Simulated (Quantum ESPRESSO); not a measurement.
pw.x input (Quantum ESPRESSO 7.5; PBEsol, PseudoDojo standard norm-conserving files, scalar-relativistic):

```
&CONTROL
  calculation = 'scf'
  pseudo_dir = './pseudo'
  outdir = './out'
  tprnfor = .true.
  tstress = .true.
/
&SYSTEM
  ibrav = 0
  nat = 2
  ntyp = 2
  ecutwfc = 84.0
  ecutrho = 336.0
  occupations = 'smearing'
  smearing = 'fd'
  degauss = 0.002
  nbnd = 17
/
&ELECTRONS
  conv_thr = 2e-10
/
ATOMIC_SPECIES
S 32.0600 S.upf
Zn 65.3800 Zn.upf
CELL_PARAMETERS angstrom
  0.000000000000   2.677784595000   2.677784595000
  2.677784595000   0.000000000000   2.677784595000
  2.677784595000   2.677784595000   0.000000000000
ATOMIC_POSITIONS crystal
S   0.750000000000   0.750000000000   0.750000000000
Zn   0.000000000000   0.000000000000   0.000000000000
K_POINTS automatic
8 8 8 0 0 0
```

End of the output:

```
     total energy              =    -439.98748708 Ry
     estimated scf accuracy    <       0.00000170 Ry
     total energy              =    -439.98748762 Ry
     estimated scf accuracy    <       0.00000027 Ry
     total energy              =    -439.98748770 Ry
     estimated scf accuracy    <       0.00000003 Ry
[...]
     the Fermi energy is     9.1797 ev
!    total energy              =    -439.98748770 Ry
     estimated scf accuracy    <          1.1E-10 Ry
     smearing contrib. (-TS)   =      -0.00000000 Ry
     internal energy E=F+TS    =    -439.98748770 Ry
     The total energy is F=E-TS. E is the sum of the following terms:
     one-electron contribution =    -355.61501409 Ry
     hartree contribution      =     183.00395019 Ry
     xc contribution           =     -50.84050966 Ry
     ewald contribution        =    -216.53591416 Ry
     convergence has been achieved in   8 iterations
     Forces acting on atoms (cartesian axes, Ry/au):
     atom    1 type  1   force =     0.00000000    0.00000000    0.00000000
     atom    2 type  2   force =     0.00000000    0.00000000   -0.00000000
     Total force =     0.000000     Total SCF correction =     0.000000
     Computing stress (Cartesian axis) and pressure
          total   stress  (Ry/bohr**3)                   (kbar)     P=       -0.28
  -0.00000189  -0.00000000   0.00000000           -0.28       -0.00        0.00
  -0.00000000  -0.00000189   0.00000000           -0.00       -0.28        0.00
   0.00000000   0.00000000  -0.00000189            0.00        0.00       -0.28
```
In a gapped system the printed Fermi energy is only some level inside the gap.

Geometry relaxed with PBEsol.
